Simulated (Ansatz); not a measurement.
Relaxation of a relaxed Mo cell displaced along its unstable phonon at q = (½, ½, 0) of its primitive reciprocal cell (172i cm⁻¹), largest move 0.15 Å; 2 atoms in the cell, which starts as Pmmn, origin choice 1 (No. 59), oP2; a = 2.6277 Å, b = 5.0367 Å, c = 2.5159 Å, α = 90.00°, β = 90.00°, γ = 90.00°. Level of theory: r2SCAN (plane waves to 500 eV, PAW, scalar-relativistic; Ansatz, a first-principles code). Γ-centred k-mesh 7×14×13 on the run's cell (coarser than for final values), Fermi–Dirac smearing 0.05 eV. This is the first round of the run. 

The optimiser's lines from the output (shortened; P is positive under compression):

```
relax step   1: F+E_penalty+E_count = -9933.60395043 eV  Δ(F+E_penalty+E_count) = +0.000e0 eV  max|allowed force component| = 1.140e0 eV/Å  Δτ_max = 0.0000 Å  P = -0.345 GPa  Ω = 33.297 Å³  (7 SCF iters, dr2 threshold 1.00e-7 eV, accepted)
relax step   2: F+E_penalty+E_count = -9934.14221242 eV  Δ(F+E_penalty+E_count) = -5.383e-1 eV  max|allowed force component| = 1.130e0 eV/Å  Δτ_max = 0.1950 Å  P = -1.505 GPa  Ω = 32.953 Å³  (7 SCF iters, dr2 threshold 2.00e-7 eV, accepted)
relax step   3: F+E_penalty+E_count = -9934.50977630 eV  Δ(F+E_penalty+E_count) = -3.676e-1 eV  max|allowed force component| = 2.772e-1 eV/Å  Δτ_max = 0.1950 Å  P = +1.554 GPa  Ω = 32.002 Å³  (7 SCF iters, dr2 threshold 2.00e-7 eV, accepted)
relax step   4: F+E_penalty+E_count = -9934.55841472 eV  Δ(F+E_penalty+E_count) = -4.864e-2 eV  max|allowed force component| = 4.323e-2 eV/Å  Δτ_max = 0.0749 Å  P = +2.458 GPa  Ω = 31.686 Å³  (7 SCF iters, dr2 threshold 2.00e-7 eV, accepted)
relax step   5: F+E_penalty+E_count = -9934.56155507 eV  Δ(F+E_penalty+E_count) = -3.140e-3 eV  max|allowed force component| = 3.356e-4 eV/Å  Δτ_max = 0.0138 Å  P = +0.620 GPa  Ω = 31.907 Å³  (5 SCF iters, dr2 threshold 2.00e-7 eV, accepted)
relax step   6: F+E_penalty+E_count = -9934.56170310 eV  Δ(F+E_penalty+E_count) = -1.480e-4 eV  max|allowed force component| = 4.888e-4 eV/Å  Δτ_max = 0.0001 Å  P = +0.009 GPa  Ω = 31.984 Å³  (4 SCF iters, dr2 threshold 2.00e-7 eV, accepted)
relax step   7: F+E_penalty+E_count = -9934.56170303 eV  Δ(F+E_penalty+E_count) = +6.551e-8 eV  max|allowed force component| = 1.153e-4 eV/Å  Δτ_max = 0.0002 Å  P = +0.000 GPa  Ω = 31.985 Å³  (4 SCF iters, dr2 threshold 1.31e-9 eV, accepted)
relax step   8: F+E_penalty+E_count = -9934.56135728 eV  Δ(F+E_penalty+E_count) = +3.458e-4 eV  max|allowed force component| = 1.227e-4 eV/Å  Δτ_max = 0.0000 Å  P = -0.004 GPa  Ω = 31.985 Å³  stress off target by 5.99e-3 GPa  SCF on the basis re-selected at this cell (its energy is not comparable with the rows above)  (6 SCF iters)
```

From the first to the last row the energy changes by -0.48 eV/atom and the volume by -3.9 %. The last row is marked as not comparable with the walk above it, whose basis was carried along; it does compare with step 1, since both stand on a basis selected at the nominal cutoff for their own cell.

Later rounds, restarted from the end of this one on a renewed k-mesh, logged 9 more steps and released under 0.01 eV/atom more. The final structure after all rounds: I4/mmm (No. 139), tI2; a = 2.618 Å, b = 2.618 Å, c = 4.663 Å, α = 90.00°, β = 90.00°, γ = 90.00°. Between re-selections the logged energies stand on a plane-wave basis carried along with the cell. No spin polarisation in the result.

The run could not lose the symmetry of its start, so the end can be a saddle point.

The relaxed structure here is a generated cell of Mo: the first start was made by placing the elements on the sites of a structure type, and the end was not matched to a known phase here, so it may be hypothetical. Known forms of Mo include space group No. 229.
